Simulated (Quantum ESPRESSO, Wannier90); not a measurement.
**Wannierisation of InP (wurtzite)**

```xyz
4
Lattice="4.1681 0.0000 0.0000 -2.0841 3.6097 0.0000 0.0000 0.0000 6.8400" Properties=species:S:1:pos:R:3 pbc="T T T"
In    -2.0841     1.2032    -3.4186
In     2.0841    -1.2032     0.0014
P     -2.0841     1.2032    -0.8564
P      2.0841    -1.2032     2.5636
```

Cell from Materials Project (mp-966800), symmetrised, no further relaxation. Not found in the COD (Crystallography Open Database) copy used, which has the formula in other groups; not checked further. Level: PBEsol, no spin polarisation, no spin-orbit coupling; pw.x of Quantum ESPRESSO at 56 Ry with PseudoDojo potentials, 12×12×6 k-points, Wannier90. Density: 12×12×6 mesh, Gaussian smearing 0.01 Ry. Spin-orbit coupling is left out although heavy elements are present.

Valence charges of the files: In 13, P 5. 36 bands were computed.

Isolated groups of bands, relative to the valence-band maximum (bands from 19 on overlap up to the last one computed):

| bands | from (eV) | to (eV) | filling | weight on atomic waves |
|---|---|---|---|---|
| 1–10 | -14.38 | -14.04 | filled | In 4d 98 % |
| 11–12 | -11.45 | -9.05 | filled | P 3s 58 %, In 5p 23 %, In 5s 12 % |
| 13–18 | -5.85 | 0.00 | filled | P 3p 62 %, In 5p 20 %, In 5s 13 % |

Wanted is a model with the orbitals In s p, P s p, without the filled groups that are mainly made of other shells (semicore states, and anion s where it isn't named); all higher bands stay in for disentanglement.

**Question.** Give num_wann, exclude_bands and num_bands, and the number of electrons that the model holds.

**Answer.** Electrons: 2×13 + 2×5 = 36, which fill 18 bands.
num_wann = 2×4 + 2×4 = 16.
exclude_bands = 1-10, 10 bands, so num_bands = 36 − 10 = 26.
The model holds 36 − 2×10 = 16 electrons. With the window frozen to 2.05 eV it follows pw.x to 0.7 meV rms (states up to 1.6 eV relative to the valence-band maximum).
